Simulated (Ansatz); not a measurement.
## Co: is the k mesh converged?

Co in a ferromagnetic state, in a typed cell, not relaxed.

```
CELL_PARAMETERS angstrom
1.25000 -2.16506 0.00000
1.25000 2.16506 0.00000
0.00000 0.00000 4.03000
ATOMIC_POSITIONS crystal
Co 0.33333 0.66667 0.25000
Co 0.66667 0.33333 0.75000
```

Computed with Ansatz (plane-wave DFT, scalar-relativistic): PBE; Ansatz hand-made PAW at 900 eV; k mesh 6×6×4; Fermi–Dirac smearing of 0.1 eV; collinear spin from start moments 1.6, 1.6 μB (atoms as listed). Harmonic phonons by finite displacements in cells commensurate with each q, frequencies in cm⁻¹, imaginary ones marked i; at Γ the three translations are left out and no LO–TO term is added.

Caveats: coarse k mesh.

At 10.91 Å³ an atom it gives top Γ mode (cm⁻¹) 230; lowest Γ mode (cm⁻¹) 151; lowest mode at q = [0.5, 0, 0] (cm⁻¹) 135; top mode at q = [0.5, 0, 0] (cm⁻¹) 274.

Task: Repeat on 14×14×8. Do the numbers hold?

Result: 
```csv
k mesh,cutoff (eV),volume (Å³/atom),top Γ mode (cm⁻¹),lowest Γ mode (cm⁻¹),"lowest mode at q = [0.5, 0, 0] (cm⁻¹)","top mode at q = [0.5, 0, 0] (cm⁻¹)"
14×14×8,900,10.91,242,146,136,274
```

Yes: these numbers hold within 5 %, and no mode moves by more than 12 cm⁻¹.
